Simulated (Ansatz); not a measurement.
Below is a relaxed structure of Be2Cd2S. The cell was found from a structure generator's guess, not taken from experiment.

Computed with DFT PBE, scalar-relativistic, plane waves, PAW (Ansatz 0.2.0). Cutoff 420 eV, Γ-centred mesh, Gaussian smearing, no spin polarisation.

```
Be Cd S
1.0
    -2.83702    2.83702    2.94646
     2.83702   -2.83702    2.94646
     2.83702    2.83702   -2.94646
Be Cd S
2 2 1
Direct
  0.67051 0.67051 0.00000
  0.32949 0.32949 0.00000
  0.50000 0.00000 0.50000
  0.00000 0.50000 0.50000
  0.00000 0.00000 0.00000
```

Formation energies are uncorrected and refer to the elements' standard structures at the same level.

Question: Find its symmetry and describe it.

Answer: I4/mmm (No. 139). Conventional cell: a = 5.674 Å, c = 5.893 Å. Be is surrounded by 1 S at 1.94 Å, 1 Be at 2.01 Å, 4 Cd at 3.01 Å and 4 Cd at 3.44 Å; Cd has 2 S at 2.84 Å, 2 Cd at 2.95 Å, 4 Be at 3.01 Å and 4 Be at 3.44 Å; S has 2 Be at 1.94 Å and 4 Cd at 2.84 Å.

Question: How far does it lie from the elements in energy?

Answer: +0.24 eV/atom. The separate elements lie lower, so it is unstable against them.

Question: Is it a metal?

Answer: Yes, bands cross the Fermi level on the 10×10×10 mesh.

The last run used a 10×10×10 mesh for its 5-atom cell and Gaussian smearing of 0.10 eV. The reference form of S is held partly by dispersion forces, which this level lacks. Symmetry constrained the relaxation, so the result can be a saddle point. Another cell of Be2Cd2S relaxed alike, in P4mm, lies 0.32 eV/atom lower, so this cell isn't the stable form at this level.
